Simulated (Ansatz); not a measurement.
NbPd in space group R-3m (No. 166; Nb on 3a, Pd on 3b) at seven volumes, plane-wave PAW LDA (Ansatz code), shape and atoms relaxed at each. One row is withheld.

```csv
V (Å³/atom),P (GPa)
14.150,24.89
14.616,?
15.083,6.96
15.549,0.00
16.016,-5.90
16.482,-10.89
16.949,-15.11
```

**Question.** Fit the shown pressures and predict the withheld one.

**Answer.** Third-order Birch–Murnaghan: P = (3/2)B₀(x^(7/2) − x^(5/2))[1 + (3/4)(B′ − 4)(x − 1)] with x = (V₀/V)^(2/3). Least squares on the six rows gives V₀ = 15.549 Å³/atom, B₀ = 213.1 GPa, B′ = 4.53. At V = 14.616, x = 1.0421 and P = 15.17 GPa. The run itself gave 15.18 GPa.

The first step of the workflow began from a Materials Project structure, measured or hypothetical; the Crystallography Open Database copy checked does not list it. With Nb and Pd taken as one species the cell has the higher symmetry Fm-3m, so it may be an ordered model of a mixed-site phase. Whether it is the stable phase at ambient conditions was not checked. Symmetry was held in the LDA relaxation; whether a distortion lowers the energy is not shown. No spin polarisation was allowed.

Potentials: the later of the program's two PAW sets.
